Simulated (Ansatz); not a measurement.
# RhO$_{3}$: reading a single point

```
Rh O
1.0
     1.72045    2.97991    0.00000
    -1.72045    2.97991    0.00000
     0.00000    0.00000    6.10039
Rh O
2 6
Direct
  0.33333 0.33333 0.25000
  0.66667 0.66667 0.75000
  0.00000 0.00000 0.25000
  0.00000 0.00000 0.75000
  0.33333 0.33333 0.57000
  0.66667 0.66667 0.07000
  0.33333 0.33333 0.93000
  0.66667 0.66667 0.43000
```

Method: LDA, spin-orbit coupling; PAW, plane waves to 420 eV, 8×8×4 Γ-centred mesh, fermi-dirac occupations (width 0.048 eV) (Ansatz 0.2.0), atoms fixed.

The state carries no moments; the state need not be the lowest.

(1) Is there a gap?

(2) Which atom feels the largest force, and which way?

(3) How is the charge shared?

(4) Is it stable against the elements?

(5) Is the cell too large or too small?

Origin: a known structure type with other elements, at an estimated volume, so it need not be a known compound. Caveats: atoms or cell far from equilibrium; the SCF threshold is loose for a stress.

Answers

(1) It is a metal, with about 7 states/eV a cell as the mean within 0.25 eV of the Fermi level, mostly O p (63 %) and Rh d (34 %).

(2) The largest is on O7 (and as large on other atoms): 0.16 eV/Å, components (0.00, 0.00, 0.16). It makes 0° with the line to a nearest neighbour, Rh1 at 1.95 Å, pointing towards it.

(3) Bader charges in e: Rh +1.70, O -0.60 to -0.55. In the mean Rh gives up most and O takes most.

(4) 0.16 eV an atom against the elements' usual phases (free molecules for gases, crystals otherwise, with no correction for O₂ or N₂), so at this geometry it isn't bound against them. Relaxing would lower it.

(5) The pressure is 27.6 GPa (compression positive), so with the atoms held at these fractions the cell would first expand. The principal stresses -3.3, 43.0, 43.0 GPa differ, so its shape would change too.
